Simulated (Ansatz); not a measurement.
Cu (fcc, Cu type)

```
Cu
1.0
    0.00000     1.78189     1.78189
    1.78189     0.00000     1.78189
    1.78189     1.78189     0.00000
Cu
1
Direct
  0.00000   0.00000   0.00000
```

The volume is varied about the relaxed value V₀ at fixed cell shape. Symmetry pins the atoms to their sites.

Computed with PBEsol (plane waves to 420 eV, PAW, scalar-relativistic; Ansatz, a quantum-chemistry and plane-wave program). k mesh 23×23×23 (Γ-centred), Fermi-Dirac smearing 0.05 eV. Compression counts positive. Cu is run without spin polarisation. Cu was relaxed with its symmetry unable to fall.

At one point of the scan the stress tensor (GPa) is:

```
   22.9      0.0      0.0
    0.0     22.9      0.0
    0.0      0.0     22.9
```

### Question
Which point is it?
A) V/V₀ = 0.900
B) V/V₀ = 0.925
C) V/V₀ = 0.950
D) V/V₀ = 0.975

### Answer
A, V/V₀ = 0.900

(A scan under strain: stresses follow from slopes of the energy per volume, elastic moduli from its curvatures.)
